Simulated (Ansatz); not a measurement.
HgO:
```xyz
6
Lattice="3.5214 0.0000 0.0000 -1.7607 3.0496 0.0000 0.0000 0.0000 8.6174" Properties=species:S:1:pos:R:3 pbc="T T T"
Hg     0.4332     0.7503     4.3087
Hg     2.6550     0.0000     7.1811
Hg    -1.3275     2.2993     1.4362
O      0.9416     1.6309     0.0000
O      1.6383     0.0000     2.8725
O     -0.8191     1.4188     5.7449
```

Relaxed with LDA. Independent-particle spectrum: no excitons, no local fields, no scissors shift; 0.1 eV broadening; ε₁ of the summed bands alone.

Tabulate the dielectric function from LDA in the plane-wave PAW code Ansatz.



| E (eV) | ε₁ xx | ε₂ xx | ε₁ zz | ε₂ zz |
|---|---|---|---|---|
| 0.0 | 6.52 | 0.00 | 7.35 | 0.00 |
| 0.3 | 6.54 | 0.00 | 7.38 | 0.00 |
| 0.6 | 6.63 | 0.00 | 7.47 | 0.00 |
| 0.9 | 6.79 | 0.00 | 7.64 | 0.00 |
| 1.2 | 7.07 | 0.00 | 7.93 | 0.00 |
| 1.5 | 7.71 | 0.13 | 8.56 | 0.06 |
| 1.8 | 8.12 | 1.06 | 8.96 | 0.96 |
| 2.1 | 7.70 | 1.64 | 8.74 | 1.53 |
| 2.4 | 7.88 | 1.40 | 8.80 | 1.39 |
| 2.7 | 8.62 | 2.94 | 9.59 | 1.68 |
| 3.0 | 8.13 | 2.68 | 10.06 | 2.40 |
| 3.3 | 8.86 | 4.89 | 11.16 | 2.74 |
| 3.6 | 7.83 | 5.66 | 14.19 | 5.72 |
| 3.9 | 6.24 | 6.34 | 8.59 | 10.67 |
| 4.2 | 5.39 | 6.26 | 6.73 | 10.40 |
| 4.5 | 4.19 | 6.37 | 4.46 | 9.76 |
| 4.8 | 3.43 | 5.78 | 3.19 | 8.20 |
| 5.1 | 2.77 | 5.22 | 2.85 | 7.85 |
| 5.4 | 2.77 | 4.09 | 1.91 | 6.48 |
| 5.7 | 3.01 | 3.99 | 2.40 | 5.92 |
| 6.0 | 3.79 | 3.65 | 2.63 | 5.62 |
| 6.3 | 4.14 | 3.94 | 2.88 | 5.92 |
| 6.6 | 4.05 | 5.32 | 3.22 | 6.76 |
| 6.9 | 3.10 | 6.05 | 0.61 | 6.49 |
| 7.2 | 2.33 | 5.66 | 1.45 | 6.99 |
| 7.5 | 1.84 | 5.83 | 0.22 | 6.31 |
| 7.8 | 1.15 | 4.86 | -0.71 | 5.57 |
| 8.1 | 1.34 | 5.12 | -0.17 | 4.84 |
| 8.4 | 0.61 | 4.81 | -0.21 | 4.69 |
| 8.7 | 0.46 | 4.48 | -0.39 | 4.48 |
| 9.0 | 0.06 | 4.45 | -0.43 | 4.16 |
| 9.3 | -0.02 | 3.72 | -0.33 | 4.01 |
| 9.6 | 0.11 | 3.46 | -0.39 | 3.79 |
| 9.9 | 0.37 | 3.36 | -0.45 | 3.86 |
| 10.2 | 0.08 | 3.51 | -1.09 | 3.91 |
| 10.5 | 0.16 | 3.20 | -1.29 | 3.19 |
| 10.8 | -0.03 | 3.63 | -1.05 | 2.65 |
| 11.1 | -0.68 | 3.24 | -0.85 | 2.86 |
| 11.4 | -0.74 | 2.76 | -1.40 | 2.29 |
| 11.7 | -0.76 | 2.31 | -1.09 | 1.83 |
| 12.0 | -0.32 | 2.05 | -0.70 | 1.74 |

From ε at 2.5 eV (xx: 8.33 + 1.41i), find n, k, the normal reflectivity and the absorption coefficient.

n = 2.90, k = 0.243, R = 24 %, α = 2kE/ħc = 62000 cm⁻¹.

With all bands, ε∞ without local fields is 6.86 (xx = yy), 7.69 (zz).

Space group P3_121. The first step of the workflow began from a Materials Project structure, measured or hypothetical; the Crystallography Open Database copy checked does not list it. COD files the formula under space group No. 44, 62, so this cell is another polymorph or a model. Its standing as an ambient phase is unchecked. The LDA relaxation kept the symmetry of its start; its stability against distortions is not shown here. A crystal of weakly bound chains computed without a dispersion correction: the cell and the soft elastic constants depend strongly on that. Spin–orbit coupling is left out wherever it is not named.

Potentials: the later of the program's two PAW sets.
